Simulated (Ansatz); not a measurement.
A 4-atom cell of Cl (Cmce) from a materials database was relaxed with 3 functionals in Ansatz, cell and atoms free, the symmetry of the start kept (meshes: PBE-D3(BJ) 6×6×4, r2SCAN+rVV10 6×6×4, PBE-D4 6×6×4). (Simulation; spin polarisation is off.)

The PBE-D3(BJ) result:
```
Cl
1.0
     3.30158   -2.03093    0.00000
     3.30158    2.03093    0.00000
     0.00000    0.00000    8.10507
Cl
4
Direct
  0.87592 0.12408 0.60889
  0.12408 0.87592 0.39111
  0.62408 0.37592 0.10889
  0.37592 0.62408 0.89111
```

It is orthorhombic, Cmce (No. 64); a = 6.603 Å, b = 4.062 Å, c = 8.105 Å in the conventional setting, 27.17 Å³ an atom. Cl has 1 Cl at 2.03 Å.

Task: Order the functionals by the relaxed volume, smallest first.
A. PBE-D3(BJ)
B. r2SCAN+rVV10
C. PBE-D4

Result: B (25.55 Å³/atom), C (27.01 Å³/atom), A (27.17 Å³/atom).

Task: What lattice does PBE-D4 give?

Result: a = 6.572 Å, b = 4.062 Å, c = 8.096 Å; the volume differs by -0.6 % from PBE-D3(BJ)'s. Around Cl lie 1 Cl at 2.03 Å.

Task: How does the cell change with r2SCAN+rVV10?

Result: a = 6.250 Å, b = 4.014 Å, c = 8.147 Å; the volume differs by -6.0 % from PBE-D3(BJ)'s. Cl is surrounded by 1 Cl at 2.02 Å.
